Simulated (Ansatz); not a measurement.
Level of theory: DFT PBE, scalar-relativistic, plane waves, PAW (Ansatz 0.2.0). Settings: cutoff 420 eV, Γ-centred meshes spaced at most about 0.3 Å⁻¹, and about 0.25 Å⁻¹ or finer for metals (2π included), Gaussian smearing. No spin polarisation in the final relaxations.

Temperature and zero-point effects are left out.

Two forms of MgBeTe3 were relaxed alike.

A.

```
Mg Be Te
1.0
     3.97385   -4.55751    0.00000
     3.97385    4.55751    0.00000
    -1.38445    0.00000    4.75413
Mg Be Te
1 1 3
Direct
  0.48599 0.48599 0.46182
  0.97854 0.97854 0.18250
  0.36239 0.99976 0.37196
  0.67026 0.67026 0.04763
  0.99976 0.36239 0.37196
```

B.

```
Mg Be Te
1.0
     3.76383    0.00000    0.00000
     0.00000    3.76383    0.00000
     0.00000    0.00000    8.43556
Mg Be Te
1 1 3
Direct
  0.00000 0.00000 0.00000
  0.50000 0.50000 0.50000
  0.50000 0.50000 0.80825
  0.50000 0.50000 0.19175
  0.00000 0.00000 0.50000
```

Question: Which would you expect to be lower, and how large is the difference?

Answer: A is lower, by 99 meV/atom. A has space group Cm (No. 8), 34.4 Å³/atom and a gap of 0.35 eV on its mesh; B has space group P4/mmm (No. 123), 23.9 Å³/atom and no gap. Counting Te atoms around Be and Mg (those within 1.25 times the shortest such distance or 1.15 times the sum of covalent radii; a plus sign parts nearer from farther groups), A has Mg 4+2, Be 3 and B has Mg 8, Be 6. The lower one is the more open, so pressure narrows the difference. Both come from invented guesses.

These runs have no spin–orbit coupling, which can matter for Te. Kohn–Sham gaps at this level usually fall short of measured ones. The missing spin–orbit coupling can work the other way here. Cells relaxed within their symmetry can be saddle points.
